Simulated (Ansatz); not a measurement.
Li:
```yaml
crystal:
  lattice:
    - [3.05227, 0.00000, 0.00000]
    - [-1.52614, 2.64335, 0.00000]
    - [0.00000, 0.00000, 10.01279]
  atoms:
    - { symbol: Li, position: [0.00000, 0.00000, 0.00000] }
    - { symbol: Li, position: [0.00000, 0.00000, 0.50000] }
    - { symbol: Li, position: [0.33333, 0.66667, 0.25000] }
    - { symbol: Li, position: [0.66667, 0.33333, 0.75000] }
```

Relaxed with PBEsol. Special points in fractions of this cell's reciprocal vectors: Γ (0.000, 0.000, 0.000); M (0.500, 0.000, 0.000); K (0.333, 0.333, 0.000); A (0.000, 0.000, 0.500); L (0.500, 0.000, 0.500); H (0.333, 0.333, 0.500).

List the band energies nearest the Fermi level at these points for PBEsol in the plane-wave PAW code Ansatz.

In eV from the Fermi level; about four levels below and three above (degenerate sets whole), none deeper than 8.9 eV; points with the same levels are listed once.

```tsv
k	below	above
Γ	-3.57 -2.47 -2.47 -0.05	2.89 7.93 7.93
M	-0.05	0.50 0.69 1.27
K	–	1.58 1.58 2.17
A	-3.30 -3.30 -1.14 -1.14	4.65 4.65 11.78 11.78
L	–	0.13 0.13 1.05 1.05
H	–	1.56 1.56 2.21 2.21
```

Space group P6_3/mmc (dhcp (α-La type)). The first step of the workflow began from a Materials Project structure, measured or hypothetical; the Crystallography Open Database files this formula in space group No. 194, but the cells were not matched. It is not the phase usual at ambient conditions (space group No. 229). The PBEsol relaxation kept the symmetry of its start; whether a distortion lowers the energy is not shown.

Potentials: the later of the program's two PAW sets.
